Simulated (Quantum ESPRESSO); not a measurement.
Space group Fm-3m (No. 225); a = b = c = 6.1817 Å, α = β = γ = 90.00°

```
atom  site  symmetry       x       y       z
----  ----  --------  ------  ------  ------
Se      4b      m-3m  0.5000  0.5000  0.5000
Pb      4a      m-3m  0.0000  0.0000  0.0000
```
(The calculation used a cell of 2 atoms; values per cell refer to that cell.)

The geometry is that of Materials Project entry mp-2201, symmetrised and not relaxed again.

Problem. What does PBEsol (Quantum ESPRESSO, PseudoDojo norm-conserving, 86 Ry, with spin-orbit coupling) give for the electronic structure near the Fermi level?

Solution. The PBEsol gap is direct, 0.17 eV at L. So small a PBEsol gap in heavy elements may be inverted, where one-shot corrections to single bands mislead.
